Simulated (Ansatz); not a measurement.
Data:

Sr3SbN:
```yaml
crystal:
  lattice:
    - [5.07151, 0.00000, 0.00000]
    - [0.00000, 5.07151, 0.00000]
    - [0.00000, 0.00000, 5.07151]
  atoms:
    - { symbol: Sr, position: [0.00000, 0.50000, 0.50000] }
    - { symbol: Sr, position: [0.50000, 0.00000, 0.50000] }
    - { symbol: Sr, position: [0.50000, 0.50000, 0.00000] }
    - { symbol: Sb, position: [0.00000, 0.00000, 0.00000] }
    - { symbol: N, position: [0.50000, 0.50000, 0.50000] }
```

This is the LDA-relaxed structure.

**Question.** All from DFT-LDA in the program Ansatz with PAW potentials, unless another level is named. Predict the electron effective mass, band 2 of 2 at the edge.

**Answer.** 0.061 along [100], 0.079 along [110], 0.11 along [111] (mₑ).

**Question.** What about the formation energy from the elements (no fitted shifts)?

**Answer.** -1.10 eV/atom.

**Question.** What about the weight of the conduction-edge state by species (Voronoi cells)?

**Answer.** Sr 79 %, Sb 21 %.

**Question.** Give the valence-band maximum.

**Answer.** at Γ.

**Question.** What about the weight of the valence-edge state by species (Voronoi cells)?

**Answer.** N 72 %, Sb 18 %, Sr 11 %.

Space group Pm-3m (anti-perovskite). The first step of the workflow began from a Materials Project structure, measured or hypothetical; the Crystallography Open Database copy checked does not list it. Whether it is the stable phase at ambient conditions was not checked. Symmetry was held in the LDA relaxation; of distortions, only those at the zone centre were tested. The references are the lowest solids computed at this level, not always the standard phases (solids in place of the gases). Scalar-relativistic: spin–orbit coupling is off unless named, which matters more the heavier the elements.

Potentials: the later of the program's two PAW sets.

Edges and masses are those of Kohn–Sham bands, whose gap is no quasiparticle gap.
